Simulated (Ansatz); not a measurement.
# NiO: do energies and stresses tell the same story?

Method: Ansatz 0.2.0, DFT PBE+U, scalar-relativistic, plane waves, PAW.

Settings: cutoff 420 eV, Γ-centred mesh 12×12×12 on the computed 2-atom cell, Gaussian smearing of 0.02 eV; U_eff Ni 6.20 eV on the d shells (Löwdin-orthogonalised atomic orbitals); collinear spin from starting moments 1.91 0.21 μB.

Relaxed cell: Fm-3m, a = 4.267 Å, b = 4.267 Å, c = 4.267 Å, α = 90.00°, β = 90.00°, γ = 90.00°, 2 atoms in the primitive cell.

Energies at zero smearing and pressures from the stress tensor, at volumes with shape and atoms relaxed:
```csv
V (Å³/atom),E − E(first) (meV/atom),P (GPa)
8.549,0.00,30.79
8.840,-46.97,21.08
9.132,-77.63,12.87
9.423,-94.51,5.92
9.715,-99.79,0.03
10.006,-95.18,-4.97
10.297,-82.16,-9.22
10.686,-53.95,-13.89
```

Q: Check P = −dE/dV between neighbouring volumes, and get the bulk modulus from the pressures alone.

A: With 1 eV/Å³ = 160.2 GPa:
```
middle V (Å³/atom)  −ΔE/ΔV (GPa) mean P (GPa)
             8.695        25.820        25.937
             8.986        16.856        16.976
             9.277         9.280         9.396
             9.569         2.903         2.975
             9.860        -2.535        -2.471
            10.152        -7.155        -7.093
            10.492       -11.631       -11.552
```

The two differ by 0.12 GPa at most. The mean of two end pressures misses the average over a step by about ΔV² P″/12, up to 0.13 GPa here; with that taken off 0.02 GPa remains. Around V = 9.715 Å³/atom, the two neighbours give B = −V ΔP/ΔV = 9.715 × 10.89 / 0.583 = 181.5 GPa, against B0 = 180.5 GPa from the Birch–Murnaghan fit of the energies.

The state reached may not be the lowest one. The cell holds one magnetic atom, so it can only be ferromagnetic; an antiferromagnetic order may lie lower.

Only this magnetic start was tried.

Cost: 9 runs of about 4.1 core-minutes in all, on AMD EPYC 7R43 (Zen 3) (shared hosts).